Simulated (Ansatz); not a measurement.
Recipe of this trial structure of Nb₃C₂: random cell by space group and Wyckoff sites (P-6m2, No. 187). The dimensions are guesses.

```yaml
crystal:
  lattice:
    - [3.75521, 0.00000, 0.00000]
    - [-1.87760, 3.25211, 0.00000]
    - [0.00000, 0.00000, 6.65932]
  atoms:
    - { symbol: Nb, position: [0.66667, 0.33333, 0.19585] }
    - { symbol: Nb, position: [0.66667, 0.33333, 0.80415] }
    - { symbol: Nb, position: [0.66667, 0.33333, 0.50000] }
    - { symbol: C, position: [0.66667, 0.33333, 0.00000] }
    - { symbol: C, position: [0.00000, 0.00000, 0.00000] }
```

Method: DFT PBE, scalar-relativistic, plane waves, PAW (Ansatz). Cutoff 420 eV, Gaussian smearing, Γ-centred meshes. Cell and atoms relax first on a coarse mesh and then on a finer one. In between, the cell is made exact in the group found at 0.06 Å. In metals the finer mesh still leaves noise of several meV/atom or more. The steps can't lower the symmetry of their start. No spin polarisation in the relaxation; trial moments died out in a coarse test.

A guess keeps its type if space group and coordination stay and the shape of the cell changes little (axis ratios within about 15 %, angles within 6°); the volume may change.

Question: Will the relaxed cell still be of the starting type?

Answer: It doesn't keep its type. The symmetry stays P-6m2 (No. 187). The volume per atom shrinks by 18.1 %, from 16.3 to 13.3 Å³. The shortest distance goes from 1.30 Å (Nb–C) to 1.60 Å (C–C). The ratio c/a of the conventional cell changes by a factor of 2.03. Counting neighbours within 15 % of an atom's shortest distance, the start has C 2/3, Nb 1/2 and the end C 3, Nb 1/8. In detail, at the end around Nb on a site of symmetry 3m lie 1 C at 2.26 Å, 7 Nb at 2.73–2.77 Å and 3 C at 2.77 Å; around Nb on a site of symmetry -6m2 lie 8 Nb at 2.73–2.77 Å; C on its first site is surrounded by 3 C at 1.60 Å and 2 Nb at 2.26 Å; 1 more site not described.

```cif
data_structure
_symmetry_space_group_name_H-M 'P 1'
_symmetry_Int_Tables_number 1
_cell_length_a 2.7748
_cell_length_b 2.7748
_cell_length_c 9.9867
_cell_angle_alpha 90.000
_cell_angle_beta 90.000
_cell_angle_gamma 120.000
_cell_volume 66.59
loop_
_atom_site_label
_atom_site_type_symbol
_atom_site_fract_x
_atom_site_fract_y
_atom_site_fract_z
_atom_site_occupancy
Nb1 Nb 0.66667 0.33333 0.22661 1
Nb2 Nb 0.66667 0.33333 0.77339 1
Nb3 Nb 0.66667 0.33333 0.50000 1
C1 C 0.66667 0.33333 0.00000 1
C2 C 0.00000 0.00000 0.00000 1
```

The last run used an 18×18×4 mesh (in the run's order of axes) for its 5-atom cell and Gaussian smearing of 0.10 eV. Symmetry constrained the relaxation, so the result can be a saddle point. Another cell of Nb3C2 relaxed alike, in Cmmm, lies 1.20 eV/atom lower, so this cell isn't the stable form at this level.

In counts of neighbours, a slash parts the counts of unlike sites.
